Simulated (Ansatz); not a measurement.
Ga$_{2}$Cu in space group P4/mmm (No. 123; Ga on 2h, Cu on 1a), PBE in the plane-wave PAW code Ansatz, all energies at zero smearing, with the estimated change up to a 700 eV cutoff added, with one set of potentials and settings (totals compare only within such a set). Cell of 3 atoms (2 Ga, 1 Cu): -14191.452 eV.

```tsv
element	reference phase	E (eV/atom)
Ga	Cmce, 4 atoms in the cell	-3783.0209
Cu	Fm-3m, 1 atoms in the cell	-6625.1757
```

Formation energy per atom, worked out: (-14191.452 − 2×(-3783.0209) − 1×(-6625.1757))/3 = -0.078 eV/atom (-8 kJ per mol of atoms), at 0 K, without zero-point energy or fitted corrections.

The first step of the workflow began from a Materials Project structure, measured or hypothetical; the Crystallography Open Database files this formula in space group No. 123, but the cells were not matched. Its standing as an ambient phase is unchecked. The PBE relaxation kept the symmetry of its start; its stability against distortions is not shown here. The run is not spin-polarised. The references are the lowest solids computed at this level, not always the standard phases.

Potentials: the later of the program's two PAW sets.
